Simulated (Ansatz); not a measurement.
Cu4O:
```xyz
5
Lattice="3.9065 0.0000 0.0000 0.0000 3.9065 0.0000 0.0000 0.0000 3.9065" Properties=species:S:1:pos:R:3 pbc="T T T"
Cu     0.0000     0.0000     0.0000
Cu     0.0000     1.9532     1.9532
Cu     1.9532     0.0000     1.9532
Cu     1.9532     1.9532     0.0000
O      1.9532     1.9532     1.9532
```

Relaxed with r²SCAN.

### Question
Tabulate the valence density and the electron localisation function along the shortest Cu–O contact (1.95 Å), r²SCAN (plane waves, PAW; program Ansatz).

### Answer


| distance from Cu (Å) | density (e/Å³) | ELF |
|---|---|---|
| 0.20 | 52.98 | 0.71 |
| 0.29 | 32.30 | 0.52 |
| 0.39 | 17.05 | 0.32 |
| 0.49 | 8.24 | 0.19 |
| 0.59 | 3.89 | 0.13 |
| 0.68 | 1.93 | 0.11 |
| 0.78 | 1.05 | 0.10 |
| 0.88 | 0.67 | 0.11 |
| 0.98 | 0.60 | 0.17 |
| 1.07 | 0.71 | 0.35 |
| 1.17 | 0.95 | 0.62 |
| 1.27 | 1.37 | 0.77 |
| 1.37 | 2.09 | 0.81 |
| 1.46 | 3.16 | 0.79 |
| 1.56 | 4.55 | 0.73 |
| 1.66 | 6.07 | 0.61 |
| 1.76 | 7.41 | 0.46 |

The density is the valence pseudo-density with augmentation charge, so density and ELF within about 1 Å of a nucleus are not all-electron values.

Space group Pm-3m. The start of the workflow was typed in or built on a structure type; neither database checked (COD, Materials Project) lists it. Its standing as an ambient phase is unchecked. Symmetry was held in the r²SCAN relaxation; whether a distortion lowers the energy is not shown. The workflow began spin-polarised and lost its moments. The volume moved by 18 % from the start of the relaxation. No Hubbard U is applied.

Potentials: the earlier of the program's two PAW sets.
